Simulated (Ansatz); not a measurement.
Is this AlGa structure stable?

The cell was found from a structure generator's guess, not taken from experiment.

All numbers below come from DFT PBE, scalar-relativistic, plane waves, PAW (Ansatz). Cutoff 420 eV, Γ-centred 24×24×24 mesh (2-atom cell), Gaussian smearing of 0.10 eV, no spin polarisation.

```
Al Ga
1.0
     1.46660    0.84674    4.69038
    -1.46660    0.84674    4.69038
     0.00000   -1.69349    4.69038
Al Ga
1 1
Cartesian
  0.0000 0.0000 0.0000
  0.0000 0.0000 7.0356
```

The zero of energy is the elements' standard structures at the same level; no fitted shifts are applied.

Question: These tests were run: energy against the elements; phonons at Γ. What do they show?

Answer:

```
                       test                       result
energy against the elements                +0.04 eV/atom
               phonons at Γ  lowest optical mode 68 cm⁻¹
```

It fails one test: energy against the elements. It may still be a metastable minimum.

The run for the phonons used a 24×24×24 k mesh and Fermi–Dirac smearing of 0.15 eV.
